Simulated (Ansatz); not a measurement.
A sound run on HfC (Fm-3m), total moment held at 0.5 μB (Ansatz 0.2.0, DFT, LDA, all-electron LAPW, scalar-relativistic):

```yaml
crystal:
  lattice:
    - [0.0, 2.325, 2.325]
    - [2.325, 0.0, 2.325]
    - [2.325, 2.325, 0.0]
  atoms:
    - { symbol: Hf, position: [0.5, 0.5, 0.5], spin: 0.5 }
    - { symbol: C, position: [0.0, 0.0, 0.0] }
magnetization:
  spin_polarized: true
  initial_magnetization: 0.5
  spin_locking: { lock_magnetization: hard }
kpoints:
  mp_grid: { grid: [14, 14, 14] }
scf:
  occupations: { method: fermi_dirac, width: 0.03 }
  lower_state_search: "off"
hamiltonian:
  xc: lda
  pseudopotentials: { kind: all_electron, lapw: { basis_error: 0.0005 } }
output:
  forces: true
  stress: true
  eigenvalues: false
```

It converged in 11 iterations. Site moments (μB): Hf1 0.15, C2 0.22. Cell moment 0.50 μB. Pressure -10.77 GPa.

The input is then changed, output keys apart:

```diff
+  max_iter: 60
+  hubbard: { sites: [{ species: Hf, l: d, u_eff: -5.0 }] }
```

How does the run end?

The calculation finished and met its thresholds. Free energy -411041.7519 eV against -411036.5318 eV (not comparable, since the functional, the files or the filling changed), cell moment 0.50 μB, pressure -16.70 GPa. These settings were drawn wide on purpose, so the numbers show their effect and aren't offered as converged values. The fault put in on purpose is an enormous or negative U; the log may name another complaint first.
```
settings of this run that can trade accuracy for cost: output.eigenvalues: false. Do not mix this run's numbers with those of runs without the same settings; the input reference describes each key
Hf: projections on atomic orbitals take those of the free atom 1s2 2s2 2p6 3s2 3p6 3d10 4s2 4p6 4d10 4f14 5s2 5p6 5d2 6s2, of charge +0.00 (hamiltonian.pseudopotentials.projection_atoms)
C: projections on atomic orbitals take those of the free atom 1s2 2s2 2p2, of charge +0.00 (hamiltonian.pseudopotentials.projection_atoms)
LAPW: plane waves up to 9.277 Å⁻¹, error target 5.0e-4 eV per atom; small_component_spin mean_spin; C in spheres of 0.960 Å, 6 of its electrons in bands, Dirac shells []; Hf in spheres of 1.365 Å, 42 of its electrons in bands, Dirac shells [] (how accurate: hamiltonian.pseudopotentials.lapw.basis_error, Limitations)
Engine: ansatz 0.2.0
Pseudopotentials: kind: all_electron
Pseudopotential: Hf, LAPW, valence charge 42, lapw/all_electron/scalar/gaussian/Hf, Koelling and Harmon's equation, gaussian nucleus
Pseudopotential: C, LAPW, valence charge 6, lapw/all_electron/scalar/gaussian/C, Koelling and Harmon's equation, gaussian nucleus
Functional definition: SPW92
  exchange = slater_x
  correlation = pw_c
Crystal: 2 atoms, lattice volume = 25.136 Å³
Basis set: ecut = 327.90023092662807 eV, 331 PW (Γ), exchange–correlation at level 2
Bands: 30, of which v1, the nominal top of the filled ones, is band 24 counted from 1 (23 counted from 0)
Symmetry: 48 space group operations
Space group: Fm-3m (ITA 225), of the structure as read, at distance tolerance 2.9e-5 Å
Magnetic group: BNS 225.116 (UNI 1618), of the structure as read, at distance tolerance 2.9e-5 Å
k-points: 104 of 2744
Non-local potential: Hf, projectors of the file, none
[...]
  E_hubbard    = -5.314108  (on-site DFT+U / exact-exchange correction)
  E_vhub       = -2.874587  (the Hubbard potential's part of the band-sum identity)
  E_electrostatic = -859832.973925  (all electrons and nuclei)
  E_smearing   = -0.001838  (= −TS)
  E_closure    = -0.000000  (closes the sum)
  E_atoms      = -411016.586406  (free atoms, spherical and without spin; not in F)
  Σ components = -411041.751860   (vs F -411041.751860, Δ=0.00e0)
  Basis errors (estimates in eV, not in F): energy 1.7e-4 per atom: plane waves 1.6e-4 (8.9e-5 summed), levels above the bands 2.9e-88, relativity 6.1e-9, radial functions 1.3e-5, core shells 1.2e-7; eigenvalues (radial functions only) 2.6e-6; not estimated: angular momenta, meshes, grids; target (lapw.basis_error) 5.0e-4; muffin-tin radii C 0.960 Å, Hf 1.365 Å
--- Forces (eV/Å), atoms counted from 1 ---
  atom   1  Hf     0.00000000    -0.00000000     0.00000000
  atom   2  C     -0.00000000     0.00000000    -0.00000000
  max |Σ_I F_I| component: 1.53e-30 eV/Å
--- Stress (GPa, compression-positive) ---
      -16.695253       0.000000       0.000000
        0.000000     -16.695253      -0.000000
        0.000000      -0.000000     -16.695253
  P = ⅓ Tr σ = -16.6953 GPa (-166.953 kbar)
Occupation matrices written to <dir>
settings of this run that can trade accuracy for cost: output.eigenvalues: false. Do not mix this run's numbers with those of runs without the same settings; the input reference describes each key
```
